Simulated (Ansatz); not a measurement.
The relaxed structure here is a generated cell of Mo: the first start was made by placing the elements on the sites of a structure type, and the end was not matched to a known phase here, so it may be hypothetical. Known forms of Mo include space group No. 229.

A relaxed cell of Mo (P6/mmm (No. 191)), relaxed on a k-mesh at least as fine as the one used below. Calculation: PBEsol (plane waves to 420 eV, PAW, scalar-relativistic; Ansatz, an electronic-structure program). Γ-centred k-mesh 7×4×13 on the run's cell (coarser than for final values), Fermi–Dirac smearing 0.05 eV.

```yaml
crystal:
  lattice:
    - [5.16327, 0.00000, 0.00000]
    - [-5.16327, 8.94305, 0.00000]
    - [0.00000, 0.00000, 2.53130]
  atoms:
    - { symbol: Mo, position: [0.50000, 0.00000, 0.50000] }
    - { symbol: Mo, position: [0.50000, 0.50000, 0.50000] }
    - { symbol: Mo, position: [0.50000, 0.25000, 0.50000] }
    - { symbol: Mo, position: [0.50000, 0.75000, 0.50000] }
    - { symbol: Mo, position: [0.00000, 0.25000, 0.50000] }
    - { symbol: Mo, position: [0.00000, 0.75000, 0.50000] }
```

The atoms are displaced by (Å):

```
atom      ux      uy      uz
----  ------  ------  ------
Mo1   -0.047   0.049  -0.130
Mo2   -0.081  -0.017  -0.125
Mo3    0.032  -0.015  -0.078
Mo4   -0.003  -0.048  -0.057
Mo5    0.221  -0.126   0.115
Mo6    0.009  -0.113   0.013
```

**Question.** What forces (eV/Å) and pressure result?

**Answer.** 
```
atom     Fx     Fy     Fz
----  -----  -----  -----
Mo1    0.08  -1.02  -0.48
Mo2    0.15  -0.30  -0.58
Mo3    1.19   0.64  -0.49
Mo4   -0.11   0.79  -0.02
Mo5   -1.35  -0.47   1.14
Mo6    0.05   0.36   0.43
```

Pressure +0.5 GPa.

The undisplaced cell is probably no minimum: from this displacement the run went on to Im-3m (No. 229), 1.53 eV/atom below it.

No spin polarisation in the result.
